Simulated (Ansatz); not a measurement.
Values for one crystal, relaxed and computed with the program Ansatz at the PBEsol level (PAW); other levels are named.

- Volume per atom: 13.28 Å³
- Electronic character: metallic (no gap)
- Formation energy from the elements (no fitted shifts): -0.41 eV/atom
- Density of states at the Fermi level: 0.43 states/eV per atom (mean over ±0.08 eV)

### Question
Which of these materials gives this?
A. TiNi, Cmcm (Ti on 4c, Ni on 4c)
B. TiAu, CsCl type
C. TiAl, R-3m (Al on 3a, Ti on 3b)
D. GaNi, CsCl type

### Answer
A, TiNi, Cmcm (Ti on 4c, Ni on 4c)

The start of the workflow was typed in or built on a structure type; neither database checked (COD, Materials Project) lists it. COD files the formula under space group No. 11, 147. Its standing as an ambient phase is unchecked. Symmetry was held in the PBEsol relaxation; its stability against distortions is not shown here. The workflow began spin-polarised and lost its moments. The references are the lowest solids computed at this level, not always the standard phases.

Potentials: the later of the program's two PAW sets.
